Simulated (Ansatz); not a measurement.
Ge (diamond), conventional cell a = b = c = 5.7622 Å, α = β = γ = 90.00°. The calculation uses the primitive cell of 2 atoms, to which meshes and values per cell refer.

The relaxed cell is deformed in two ways at once: its volume V is scaled, and at that volume it is stretched along z (the c axis of the conventional cell) so that c/a changes. Fractional atomic positions are held.

Level of theory: PBE (plane waves to 420 eV, PAW, scalar-relativistic; Ansatz, an electronic-structure program). k mesh 14×14×14 (Γ-centred), Fermi-Dirac smearing 0.05 eV. Stress and pressure are positive under compression. With partly filled bands, the response to shear is sensitive to the k mesh, so small differences along c/a are uncertain. Ge was relaxed with its symmetry unable to fall. The PAW data are Ansatz's earlier set. The last digit holds for this mesh only.

Changes of σzz (GPa) from the point V/V₀ = 1.000, (c/a)/(c/a)₀ = 1.000 when one coordinate moves alone (two changes are said to add if the coupling is within 5 % of the smaller one, nearly so within 20 %):

| point | change |
|---|---|
| V/V₀ = 1.000, (c/a)/(c/a)₀ = 0.920 | 3.13 |
| V/V₀ = 1.000, (c/a)/(c/a)₀ = 0.960 | 1.69 |
| V/V₀ = 0.960, (c/a)/(c/a)₀ = 1.000 | 2.65 |
| V/V₀ = 0.980, (c/a)/(c/a)₀ = 1.000 | 1.25 |
| V/V₀ = 1.020, (c/a)/(c/a)₀ = 1.000 | -1.11 |
| V/V₀ = 1.040, (c/a)/(c/a)₀ = 1.000 | -2.09 |
| V/V₀ = 1.000, (c/a)/(c/a)₀ = 1.040 | -1.82 |
| V/V₀ = 1.000, (c/a)/(c/a)₀ = 1.080 | -3.71 |

Problem. Do the two effects add at V/V₀ = 0.960, (c/a)/(c/a)₀ = 1.080? Give the computed change.

Solution. The sum of the single changes is 2.65 + (-3.71) = -1.06; the calculation gives -1.29, so the coupling contributes -0.23 (under 20 % of the smaller single change, nearly additive).

Problem. What is the change at V/V₀ = 0.980, (c/a)/(c/a)₀ = 0.920, where both move, and how far is it from the sum?

Solution. The sum of the single changes is 1.25 + (3.13) = 4.38; the calculation gives 4.41, so they add (within 5 % of the smaller single change).

(A scan under strain: stresses follow from slopes of the energy per volume, elastic moduli from its curvatures.)
